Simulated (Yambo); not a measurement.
How GW settings move the gap: GaAl3N4

G0W0@PBEsol for GaAl3N4 (space group P-43m, No. 215) in Yambo. Reference settings: 4×4×4 Γ-centred k mesh, 161 bands and a 8 Ry block in the screening, 161 bands in G with the Bruneval-Gonze terminator, plasmon pole fitted at 27.2 eV. The PBEsol gap Γ → Γ on this mesh is 3.33 eV; G0W0 gaps are taken between the same points.

```csv
change from the reference,G0W0 gap Γ → Γ (eV),shift of the valence edge (eV),rough Yambo cost
reference settings,4.57,-0.66,1
"62 bands in W, 62 bands in G",4.65,-0.43,about 1/4
104 bands in G,4.57,-0.65,–
3 Ry block,4.28,-0.39,about 1/3
no random integration,4.52,-0.50,–
2×2×2 mesh,4.44,-0.54,about 1/20
no terminator,4.45,-0.45,–
```

The reference isn't shown to be the converged limit. Costs are rough (shared machines), scaled to the same edge states, and given only for runs that recompute the screening.

Spin-orbit splittings are left out.

The standard potential for Ga keeps a d shell in the valence without the s and p states of that shell. In tests on such compounds this moved G0W0 gaps by up to about 0.9 eV, so absolute quasiparticle energies here are unreliable; differences between settings are what counts.

Geometry of the Materials Project entry, not relaxed at this level; primitive cell a = b = c = 4.401 Å, α = β = γ = 90.00°.

The structure is a Materials Project entry; no match was found in the copy of COD used, and its stability was not checked.

A shift is the quasiparticle energy of the state minus its PBEsol energy.
